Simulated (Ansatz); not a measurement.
Polymorphs of Cr, each relaxed with the program Ansatz at the PBE level (PAW):

A: diamond (Fd-3m)
a = b = c = 5.094 Å, α = β = γ = 90.00°

```
atom  site  symmetry       x       y       z
----  ----  --------  ------  ------  ------
Cr      8b      -43m  0.5000  0.5000  0.5000
```

B: bcc (W type) (Im-3m)
a = b = c = 2.866 Å, α = β = γ = 90.00°

```
atom  site  symmetry       x       y       z
----  ----  --------  ------  ------  ------
Cr      2a      m-3m  0.0000  0.0000  0.0000
```

Question: Rank these by energy per atom at 0 K (lowest first), as PBE gives it.

Answer: B (+0 meV/atom), A (+2181 meV/atom)

Spin orders computed, not proven ground states: B antiferromagnetic. Typed or built starts, not in the databases checked: A. Not the usual ambient phase: A. Began spin-polarised and lost the moments: A. All cells were relaxed under the symmetry of their starts (and spin orders); stability against distortions was not tested throughout.

Energies hold the estimated change up to a 700 eV cutoff; steps of a few meV lie near the error of the meshes.

Potentials: the later of the program's two PAW sets.
